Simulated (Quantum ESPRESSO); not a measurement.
# Strain and stress in In3HfO5N

The results below are calculated, not measured. They come from pw.x of Quantum ESPRESSO 7.5, a plane-wave density functional program, with PseudoDojo standard norm-conserving files (v0.5 for PBE, v0.4.1 for LDA and PBEsol). The cells are made up: elements, strain and atom displacements were drawn at random, and nothing was relaxed. There is no spin polarisation, spin-orbit coupling or dispersion term.

The hafnium file is less sure than the others, with forces about 3 percent (worst 6) and pressure in oxides about 1.5 GPa (worst 2.7) from a second method in checks, which no rerun with the same files tests.

The cell has 10 sites of a corundum lattice. Sites 1 to 4 hold In In In Hf; sites 5 to 10 hold O N O O O O. Cell vectors in Å: (2.923, 1.692, 5.102); (-2.835, 1.691, 5.053); (0.043, -3.321, 5.057). Settings: PBE, cutoff 1143 eV, 5 x 5 x 5 k mesh shifted by half a step, Fermi-Dirac smearing of 0.025 eV.

Each run adds a strain along z to one cell, with the atoms carried along; the vectors above are those of run 5. Stress is positive in tension and P is minus a third of its trace. E is the free energy for each atom above the lowest run shown.

| run | strain (%) | s_xx (GPa) | s_yy (GPa) | s_zz (GPa) | s_xy (GPa) | P (GPa) | E (meV/atom) |
| --- | --- | --- | --- | --- | --- | --- | --- |
| 1 | -2.37 | 13.83 | 15.76 | 4.01 | -1.12 | -11.20 | 0.00 |
| 2 | -2.16 | 13.96 | 15.87 | 4.49 | -1.11 | -11.44 | 0.80 |
| 3 | -1.30 | 14.44 | 16.28 | 6.39 | -1.10 | -12.37 | 5.07 |
| 4 | -1.05 | 14.57 | 16.39 | 6.93 | -1.09 | -12.63 | 6.61 |
| 6 | 0.66 | 15.39 | 17.08 | 10.46 | -1.06 | -14.31 | 20.22 |
| 7 | 2.17 | 16.01 | 17.58 | 13.36 | -1.03 | -15.65 | 36.67 |
| 5 | -0.20 | ? | ? | ? | ? | ? | ? |

A rerun of one of these cells at 1437 eV and k mesh 7 x 7 x 7 moved values by no more than 0.003 eV in the cell's energy, 0.03 GPa in stress and 0.002 eV/Å in force.

## Worked fit

A parabola through the six runs shown gives s_zz = 9.13 + 2.05 e - 0.047 e² GPa, with e in per cent and a scatter of 0.01 GPa. The slope is a stiffness of 205 ± 1 GPa for each unit of this strain at e = 0. The atoms are clamped, and relaxing them would in general lower it. The error is the larger of the fit's own and the change that a cubic makes, rounded up.

## Withheld run

Question: what s_zz should run 5 give?

The fit gives 8.72 GPa. The calculation gave 8.73 GPa.

```
run,strain (%),s_xx (GPa),s_yy (GPa),s_zz (GPa),s_xy (GPa),P (GPa),E (meV/atom)
5,-0.20,15.00,16.75,8.73,-1.08,-13.49,12.68
```